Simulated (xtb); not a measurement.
xtb single point, GFN2-xTB, ALPB implicit water, on methanesulfonic acid, CH4O3S (SMILES CS(=O)(=O)O), charge 0, multiplicity 1.

```
xtb m.xyz --gfn 2 --chrg 0 --uhf 0 --norestart --sp --alpb water

9

C     -1.230006    -0.509286    -0.182019
S      0.408290     0.215336    -0.143775
O      0.876975     0.334202     1.203146
O      0.448385     1.355219    -0.995144
O      1.254053    -0.983307    -0.822635
H     -1.236701    -1.355219     0.489880
H     -1.934025     0.246734     0.136638
H     -1.419046    -0.807114    -1.203146
H      1.934025    -1.266636    -0.210601
```

The program's output:

```

          ...................................................
          :                      SETUP                      :
          :.................................................:
          :  # basis functions                  30          :
          :  # atomic orbitals                  29          :
          :  # shells                           15          :
          :  # electrons                        32          :
          :  max. iterations                   250          :
          :  Hamiltonian                  GFN2-xTB          :
          :  restarted?                      false          :
          :  GBSA solvation                   true          :
          :  PC potential                    false          :
          :  electronic temp.          300.0000000     K    :
          :  accuracy                    1.0000000          :
          :  -> integral cutoff          0.2500000E+02      :
          :  -> integral neglect         0.1000000E-07      :
          :  -> SCF convergence          0.1000000E-05 Eh   :
          :  -> wf. convergence          0.1000000E-03 e    :
          :  Broyden damping             0.4000000          :
          :  net charge                          0          :
          :  unpaired electrons                  0          :
          ...................................................

 iter      E             dE          RMSdq      gap      omega  full diag
   1    -19.7568848 -0.197569E+02  0.785E+00    8.94       0.0  T
   2    -19.7735210 -0.166362E-01  0.445E+00    8.69       1.0  T
   3    -19.7777783 -0.425732E-02  0.110E+00    8.46       1.0  T
   4    -19.7786045 -0.826115E-03  0.460E-01    8.40       1.0  T
   5    -19.7789149 -0.310427E-03  0.212E-01    8.39       1.0  T
   6    -19.7789815 -0.665768E-04  0.907E-02    8.38       1.0  T
   7    -19.7789970 -0.155678E-04  0.165E-02    8.37       2.0  T
   8    -19.7789972 -0.205686E-06  0.797E-03    8.37       4.2  T
   9    -19.7789973 -0.105655E-06  0.196E-03    8.37      17.0  T
  10    -19.7789973 -0.433351E-08  0.492E-04    8.37      67.8  T
  11    -19.7789973 -0.365020E-09  0.143E-04    8.37     233.0  T

   *** convergence criteria satisfied after 11 iterations ***

         #    Occupation            Energy/Eh            Energy/eV
      -------------------------------------------------------------
         1        2.0000           -0.7996349             -21.7592
       ...           ...                  ...                  ...
        10        2.0000           -0.5093470             -13.8600
        11        2.0000           -0.4996033             -13.5949
        12        2.0000           -0.4932655             -13.4224
        13        2.0000           -0.4768203             -12.9749
        14        2.0000           -0.4758180             -12.9477
        15        2.0000           -0.4634176             -12.6102
        16        2.0000           -0.4453660             -12.1190 (HOMO)
        17                         -0.1378509              -3.7511 (LUMO)
        18                         -0.0976694              -2.6577
        19                         -0.0483964              -1.3169
        20                         -0.0261294              -0.7110
        21                          0.1323809               3.6023
       ...                                ...                  ...
        29                          1.2542805              34.1307
      -------------------------------------------------------------
                  HL-Gap            0.3075151 Eh            8.3679 eV
             Fermi-level           -0.2916085 Eh           -7.9351 eV


         :::::::::::::::::::::::::::::::::::::::::::::::::::::
         ::                     SUMMARY                     ::
         :::::::::::::::::::::::::::::::::::::::::::::::::::::
         :: total energy             -19.644921806033 Eh    ::
         :: total w/o Gsasa/hb       -19.637868098943 Eh    ::
         :: gradient norm              0.050159307290 Eh/a0 ::
         :: HOMO-LUMO gap              8.367911826664 eV    ::
         ::.................................................::
         :: SCC energy               -19.778995403733 Eh    ::
         :: -> isotropic ES            0.101968590775 Eh    ::
         :: -> anisotropic ES         -0.010183851302 Eh    ::
         :: -> anisotropic XC         -0.000496838348 Eh    ::
         :: -> dispersion             -0.005340406628 Eh    ::
         :: -> Gsolv                  -0.034825867622 Eh    ::
         ::    -> Gelec               -0.027772160532 Eh    ::
         ::    -> Gsasa                0.005601094913 Eh    ::
         ::    -> Ghb                 -0.013735561701 Eh    ::
         ::    -> Gshift               0.001080759698 Eh    ::
         :: repulsion energy           0.134073597700 Eh    ::
         :: add. restraining           0.000000000000 Eh    ::
         :: total charge               0.000000000000 e     ::
[... lines cut ...]
        20                         -0.0261294              -0.7110
        21                          0.1323809               3.6023
        22                          0.1414277               3.8484
        23                          0.1480986               4.0300
        24                          0.2027932               5.5183
        25                          0.2486971               6.7674
        26                          0.2737020               7.4478
        27                          0.5299039              14.4194
       ...                                ...                  ...
        29                          1.2542805              34.1307
      -------------------------------------------------------------
                  HL-Gap            0.3075151 Eh            8.3679 eV
             Fermi-level           -0.2916085 Eh           -7.9351 eV

     #   Z          covCN         q      C6AA      α(0)
     1   6 C        3.748    -0.261    25.864     7.254
     2  16 S        3.569     1.375    96.544    16.537
     3   8 O        0.860    -0.683    28.259     7.127
     4   8 O        0.860    -0.676    28.068     7.103
     5   8 O        1.663    -0.605    25.267     6.786
     6   1 H        0.926     0.141     1.453     1.885
     7   1 H        0.926     0.133     1.510     1.922
     8   1 H        0.926     0.138     1.475     1.899
     9   1 H        0.825     0.438     0.419     1.015

 Mol. C6AA /au·bohr⁶  :       1201.105867
 Mol. C8AA /au·bohr⁸  :      32500.417330
 Mol. α(0) /au        :         51.528745

Wiberg/Mayer (AO) data.
largest (>0.10) Wiberg bond orders for each atom

 ---------------------------------------------------------------------------
     #   Z sym  total        # sym  WBO       # sym  WBO       # sym  WBO
 ---------------------------------------------------------------------------
     1   6 C    3.941 --     6 H    0.969     8 H    0.968     7 H    0.966
                             2 S    0.758     4 O    0.107     3 O    0.104
     2  16 S    4.834 --     4 O    1.545     3 O    1.521     5 O    0.977
                             1 C    0.758
     3   8 O    1.812 --     2 S    1.521     4 O    0.104     1 C    0.104
     4   8 O    1.832 --     2 S    1.545     1 C    0.107     3 O    0.104
     5   8 O    1.981 --     2 S    0.977     9 H    0.790
     6   1 H    0.980 --     1 C    0.969
     7   1 H    0.982 --     1 C    0.966
     8   1 H    0.981 --     1 C    0.968
     9   1 H    0.808 --     5 O    0.790
 ---------------------------------------------------------------------------


molecular dipole:
                 x           y           z       tot (Debye)
 q only:       -1.058      -1.787       0.051
   full:       -0.893      -1.761       0.063       5.020
molecular quadrupole (traceless):
                xx          xy          yy          xz          yz          zz
 q only:        7.755      -3.479      -1.346       0.011       1.302      -6.409
  q+dip:        8.309      -3.897      -1.476       0.010       1.127      -6.832
   full:        8.640      -4.012      -1.549       0.030       1.244      -7.090

           -------------------------------------------------
          | TOTAL ENERGY              -19.644921806033 Eh   |
          | GRADIENT NORM               0.050159307290 Eh/α |
          | HOMO-LUMO GAP               8.367911826664 eV   |
           -------------------------------------------------
```

The total energy is -534.57 eV, -0.72 eV from the same level's vacuum run.
